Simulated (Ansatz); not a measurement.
Be:
```
Be
1.0
    2.22630     0.00000     0.00000
   -1.11315     1.92803     0.00000
    0.00000     0.00000     3.51646
Be
2
Direct
  0.33333   0.66667   0.75000
  0.66667   0.33333   0.25000
```

Relaxed with plane-wave PAW LDA (Ansatz code). Indices refer to the conventional cell of P6_3/mmc, a = 2.2263 Å, b = 2.2263 Å, c = 3.5165 Å, α = 90.00°, β = 90.00°, γ = 120.00°.

**Question.** Simulate the powder diffraction pattern (Cu Kα, λ = 1.54184 Å; lines above 1 %) up to 2θ = 90°.

**Answer.** Simulated powder pattern, Cu Kα, λ = 1.54184 Å (kinematic, ideal powder, no thermal factors, no anomalous dispersion; the 30 strongest lines at most, above 1 %, up to 2θ = 90°):

```
2θ (°)  d (Å)  I/Imax (%)         hkl
------  -----  ----------  ----------
47.14   1.928          26  (1 0 -1 0)
52.01   1.758          25      (0002)
54.26   1.691         100  (1 0 -1 1)
72.80   1.299          15  (1 0 -1 2)
87.67   1.113          19  (1 1 -2 0)
```

The cell was relaxed with LDA under the symmetry of its start. Axis ratios of metals converge slowly with the k-mesh, so a and c are less sure than the volume.

Potentials: the later of the program's two PAW sets.
